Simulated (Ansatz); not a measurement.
PtRhN$_{2}$ in space group R-3m (No. 166; Rh on 3b, Pt on 3a, N on 6c) at seven volumes, r²SCAN in the plane-wave PAW code Ansatz, shape and atoms relaxed at each. One row is withheld.

| V (Å³/atom) | P (GPa) |
|---|---|
| 10.397 | ? |
| 10.739 | 16.88 |
| 11.082 | 7.73 |
| 11.425 | -0.01 |
| 11.768 | -6.51 |
| 12.110 | -12.02 |
| 12.453 | -16.65 |

**Question.** Fit the shown pressures and predict the withheld one.

**Answer.** Third-order Birch–Murnaghan: P = (3/2)B₀(x^(7/2) − x^(5/2))[1 + (3/4)(B′ − 4)(x − 1)] with x = (V₀/V)^(2/3). Least squares on the six rows gives V₀ = 11.425 Å³/atom, B₀ = 236.0 GPa, B′ = 4.65. At V = 10.397, x = 1.0649 and P = 27.72 GPa. The run itself gave 27.65 GPa.

The start of the workflow was typed in or built on a structure type; neither database checked (COD, Materials Project) lists it. Its standing as an ambient phase is unchecked. The r²SCAN relaxation kept the symmetry of its start; whether a distortion lowers the energy is not shown. The workflow began spin-polarised and lost its moments. Its formation energy is positive at this level, so the cell may be metastable or incomplete. Scalar-relativistic: spin–orbit coupling is off unless named, which matters more the heavier the elements.

Potentials: the earlier of the program's two PAW sets.
